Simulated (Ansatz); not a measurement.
**Checking a converged run of Ni$_{2}$Te$_{2}$**

The cell (4 atoms) is Ni$_{2}$Te$_{2}$ as a molecule or cluster in a periodic box (not relaxed).

Theory: Ansatz, DFT, PBE, PAW (an earlier, harder data set), plane waves, scalar-relativistic.

```yaml
crystal:
  lattice:
    - [10.0, 0.0, 0.0]
    - [0.0, 10.0, 0.0]
    - [0.0, 0.0, 10.0]
  atoms:
    - { symbol: Ni, position: [0.5, 0.5, 0.70173488], spin: 2 }
    - { symbol: Ni, position: [0.5, 0.5, 0.29826512], spin: -2 }
    - { symbol: Te, position: [0.65962402, 0.5, 0.5] }
    - { symbol: Te, position: [0.34037598, 0.5, 0.5] }
hamiltonian:
  xc: pbe
  pseudopotentials: { kind: paw }
kpoints:
  mp_grid: { grid: [1, 1, 1], shift: [0, 0, 0] }
magnetization:
  spin_polarized: true
scf:
  occupations: { method: fermi_dirac }
```

Settings in force: cutoff 920 eV, smearing width 0.1 eV; default search for lower states.

The run converged after 41 iterations in all: parallel spins, site moments Ni1 -0.70, Ni2 -0.70 μB, total -1.99 μB per cell.

Site moments are taken inside atomic spheres and don't add up to the total.

Would you trust this as the ground state? If a lower solution is known, describe it.

As far as the runs go, yes: it is the lowest of 2 states reached by 6 converged runs, and the next lies 29.7 meV/atom higher (opposed spins, site moments Ni1 0.40, Ni2 -0.40 μB, total 0.00 μB per cell). That doesn't prove a ground state. Non-collinear arrangements of the spins weren't tried. No run without spin polarisation was made.
